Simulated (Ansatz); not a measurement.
Data:

BN:
```xyz
12
Lattice="2.4977 0.0000 0.0000 -1.2489 2.1631 0.0000 0.0000 0.0000 19.7784" Properties=species:S:1:pos:R:3 pbc="T T T"
B      0.0000     0.0000     1.6510
N      0.0000     1.4421     1.6530
B      0.0000     1.4421     4.9447
N      1.2489     0.7210     4.9465
B      1.2489     0.7210     8.2355
N      0.0000     0.0000     8.2368
B      0.0000     0.0000    11.5402
N      1.2489     0.7210    11.5422
B      1.2489     0.7210    14.8339
N      0.0000     1.4421    14.8357
B      0.0000     1.4421    18.1247
N      0.0000     0.0000    18.1260
```

This is the r²SCAN+D4-relaxed structure. x, y and z are the axes in which the lattice vectors are written.

**Question.** All from r²SCAN+D4 in the plane-wave PAW code Ansatz, unless another level is named. Estimate the bulk modulus (Birch–Murnaghan fit).

**Answer.** 31.8 GPa.

**Question.** Predict the piezoelectric stress constants (proper, relaxed ions, C/m²).

**Answer.** e31 = e32 = -0.02, e33 = 0.07.

Space group P6_3mc. The start of the workflow was typed in or built on a structure type. Its sites differ from those of the usual phase in this space group: another stacking or structure type. The cell was relaxed with r²SCAN+D4 under the symmetry of its start; whether a distortion lowers the energy is not shown.

Potentials: the earlier of the program's two PAW sets.
